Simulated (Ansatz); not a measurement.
# K₂HgC₄N₄: what each run costs

Cell: 22 atoms, space group Fd-3m, a = 9.023 Å, b = 9.023 Å, c = 9.023 Å, α = 60.00°, β = 60.00°, γ = 60.00°.

All runs are DFT with Ansatz 0.2.0 on 2 threads of Arm Neoverse V1 (aarch64; 28 cores open to the job, memory cap 5.0 GiB, no GPU), a shared host.

**Question.** Rank the runs by wall time, shortest first.
A. relaxation of the ions, PBE, 420 eV, 5×5×5 k-points, smearing 0.05 eV
B. single point, PBE, 420 eV, 5×5×5 k-points, smearing 0.05 eV
C. single point at relaxed positions, r2SCAN, 500 eV, 5×5×5 k-points, smearing 0.05 eV

**Answer.** B (34 s, 1.2 GiB), C (69 s, 2.7 GiB), A (1.9 min, 1.2 GiB).
